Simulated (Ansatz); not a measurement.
Ansatz 0.2.0, settings compared: YTeAs

The input file (Ansatz 0.2.0, plane waves):

```yaml
crystal:
  lattice:
    - [0.0, 4.169763, 0.0]
    - [4.169763, 0.0, 0.0]
    - [2.084882, 2.084882, -8.657852]
  atoms:
    - { symbol: As, position: [0.5, 0.0, 0.0] }
    - { symbol: As, position: [0.0, 0.5, 0.0] }
    - { symbol: Te, position: [0.3095, 0.3095, 0.381] }
    - { symbol: Te, position: [0.6905, 0.6905, 0.619] }
    - { symbol: "Y", position: [0.1145, 0.1145, 0.771] }
    - { symbol: "Y", position: [0.8855, 0.8855, 0.229] }
  symmetry: { tolerance: 0.0003 }
kpoints:
  mp_grid: { grid: [5, 5, 5], shift: [0, 0, 0] }
magnetization:
  spin_polarized: false
scf:
  occupations: { method: fermi_dirac }
hamiltonian:
  pseudopotentials: { kind: paw }
  xc: pbesol
basis:
  ecutwfc: 420
output:
  forces: true
  stress: true
  eigenvalues: true
  write_density: true
  write_potential: true
  elf: true
  volumetric_format: npy
```

The command:

```bash
ansatz run input.yaml --threads 1 --pin off --max-ram 2560MiB --backend cpu --events-out ev --progress --plain --runs-dir out
```

Origin of the cell: a known structure type with other elements, at an estimated volume, so it need not be a known compound.

The smearing width isn't typed, so it takes its default of 0.1 eV.

Output of this run (shortened):

```
Pseudopotentials: kind: paw
Pseudopotential: As, paw, valence charge 15, recommended cutoff 420 eV (normal), As.paw.azcp
Pseudopotential: Te, paw, valence charge 16, recommended cutoff 420 eV (normal), Te.paw.azcp
Pseudopotential: Y, paw, valence charge 11, recommended cutoff 420 eV (normal), Y.paw.azcp
Functional definition: PBEsol
  exchange = pbesol_x
  correlation = pbesol_c
Crystal: 6 atoms, lattice volume = 150.533 Å³
Basis set: ecut = 420 eV, 2913 PW (Γ), exchange–correlation on 60×60×128 points (8 copies of the dense FFT grid, shifted against one another)
Bands: 51, of which v1, the nominal top of the filled ones, is band 42 counted from 1 (41 counted from 0)
Symmetry: 16 space group operations
Space group: I4/mmm (ITA 139), of the structure as read, at distance tolerance 1.6e-3 Å
k-points: 18 of 125
[… 8 lines left out …]
Initial density: superposition of atomic densities (neutral atoms: chi_scale 0, normalization atom), corrected by the library's trained network
Functional: x = pbesol(κ = 0.804, μ = 0.123457), c = pbesol(β = 0.046)
SCF iter   1: F=—  HF=-31025.828705 eV  Δρ=3.87e-3  dr2=1.05e-1  defer=1
SCF iter   2: F=—  HF=-31025.819278 eV  Δρ=2.18e-3  dr2=3.39e-2  defer=1
SCF iter   3: F=—  HF=-31025.815961 eV  Δρ=7.43e-4  dr2=4.45e-3  defer=1
SCF iter   4: F=—  HF=-31025.815185 eV  Δρ=4.11e-4  dr2=4.33e-4  defer=1
SCF iter   5: F=—  HF=-31025.815110 eV  Δρ=9.13e-5  dr2=4.58e-5  defer=1
SCF iter   6: F=—  HF=-31025.815092 eV  Δρ=3.26e-5  dr2=3.66e-6  defer=2
SCF iter   7: F=—  HF=-31025.815092 eV  Δρ=9.80e-6  dr2=3.06e-7  defer=2
SCF iter   8: F=-31025.815092 eV  HF=-31025.815092 eV  Δρ=2.97e-6  dr2=2.25e-8
SCF 1 converged in 8 iterations: F = -31025.815092 eV  dr2 = 2.25e-8
SCF converged after 8 iterations
Free energy (F): -31025.815092 eV
Harris-Foulkes:  -31025.815092 eV  (|F-HF|=1.29e-8)
Internal energy: -31025.702913 eV  (E = F + TS)
E sigma→0 (E₀):  -31025.759002 eV
Entropy (-TS):   -0.112179 eV (-18.696 meV/atom)
Fermi energy:    10.970503 eV
--- Per-component energies (eV) ---
  E_band       = -1078.372255
  E_kinetic    = 1181.425829
  E_local      = -6922.958039  (includes V_loc(G=0)·N_el)
  E_nonlocal   = -1849.776718
  E_hartree    = 3844.557026
  E_xc         = -751.520646
  E_vxc        = -768.517389  (∫ρ·V_xc dr)
  E_paw        = -18302.280708  (= ΣΔE_a)
  E_vpaw       = -407.664191  (= ΣTr[D̂ρ^β])
  E_aug_tail   = -0.000401  (compensation charges beyond the density's cutoff)
  E_ewald      = -8228.129290
  E_core_change = 2.980033  (= ΣΔE_core)
  E_smearing   = -0.112179  (= −TS)
  Σ components = -31025.815092   (vs F -31025.815092, Δ=0.00e0)
--- Forces (eV/Å), atoms counted from 1 ---
  atom   1  As    -0.000000     0.000000     0.000000
  atom   2  As     0.000000    -0.000000     0.000000
  atom   3  Te    -0.000000    -0.000000     0.320245
  atom   4  Te     0.000000     0.000000    -0.320245
  atom   5  Y     -0.000000    -0.000000     1.579236
  atom   6  Y      0.000000     0.000000    -1.579236
  max |Σ_I F_I| component: 2.22e-16 eV/Å
--- Stress (GPa, compression-positive) ---
       -4.004008       0.000000      -0.000000
        0.000000      -4.004008      -0.000000
       -0.000000      -0.000000       1.952765
  P = ⅓ Tr σ = -2.0184 GPa (-20.184 kbar)
```

The same input was run again with these changes:

1. `scf.occupations.width` default → 0.2; `magnetization` { spin_polarized: false } → { spin_polarized: true } (starts: random); typed moments: As1 -1, As2 -0.5, Te3 0.5, Te4 4, Y5 -4, Y6 2
2. `hamiltonian.xc` pbesol → pbe; `scf.lower_state_search` default → "off"
3. `scf.occupations.method` fermi_dirac → cold; `scf.occupations.width` default → 0.15; `hamiltonian.pseudopotentials` { kind: paw } → { kind: nc }
4. `basis.ecutrho_ratio` default → 9

| run | end | SCF iterations | P (GPa) | max force component (eV/Å) | moment (μB) | ΔE(σ→0) (meV/atom) |
| --- | --- | --- | --- | --- | --- | --- |
| base | converged | 8 | -2.02 | 1.579 | – | 0 |
| 1 | converged | 13 | -1.77 | 1.459 | 0.00 | -2.68 |
| 2 | converged | 8 | 1.24 | 1.689 | – | – |
| 3 | converged | 9 | -5.10 | 1.001 | – | – |
| 4 | converged | 8 | -2.02 | 1.579 | – | 0.00 |

Energies are compared only where functional, datasets, charge and starting cell are the same.

Not properties of the system: run 1 (too coarse or loose: `scf.occupations.width` = 0.2).

Caveats of the base run: no spin-orbit coupling, though heavy elements are present; the k mesh is coarse if the cell is a metal.

Run 1: a starting moment was lost; typed moments were cut to what the open shells hold; wide smearing.
Run 3: the cutoff lies below the datasets' advice.

The base run ran for 3.7 s on 1 thread of AMD EPYC 9R45 96-Core Processor (Zen 5), on a shared host, peak memory 0.51 GiB, from the program's own first density.
